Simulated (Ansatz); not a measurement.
TiCdO₃:
```
TiCdO3
1.0
    2.61562     1.51013     4.93377
   -2.61562     1.51013     4.93377
    0.00000    -3.02026     4.93377
Ti Cd O
2 2 6
Cartesian
  0.00000   0.00000  12.58730
  0.00000   0.00000   2.21401
  0.00000   0.00000   9.42202
  0.00000   0.00000   5.37929
  0.95656   1.76448   6.30291
 -0.95656  -1.76448   8.49840
 -2.00636  -0.05384   6.30291
  2.00636   0.05384   8.49840
  1.04981  -1.71064   6.30291
 -1.04981   1.71064   8.49840
```

The program Ansatz at the PBEsol level (PAW) gives a gap of 3.02 eV without spin–orbit coupling, maximum off the standard path, at k = (0.182, 0.182, 0.198), minimum off the standard path, at k = (-0.125, -0.094, 0.156).

**Question.** What happens when spin–orbit coupling is switched on?

**Answer.** The gap hardly moves, to 3.02 eV; maximum off the standard path, at k = (0.182, 0.182, 0.198), minimum off the standard path, at k = (-0.125, -0.094, 0.156).

**Question.** Give the electron effective mass with spin–orbit coupling.

**Answer.** 0.96, 2.7, 15 mₑ (principal values).

Space group R-3. The workflow started from a Materials Project entry (that database holds measured and hypothetical structures alike); the Crystallography Open Database files this formula in space group No. 148, but the cells were not matched. Its standing as an ambient phase is unchecked. The PBEsol relaxation kept the symmetry of its start; its stability against distortions is not shown here. No spin polarisation was allowed.

Potentials: the later of the program's two PAW sets.
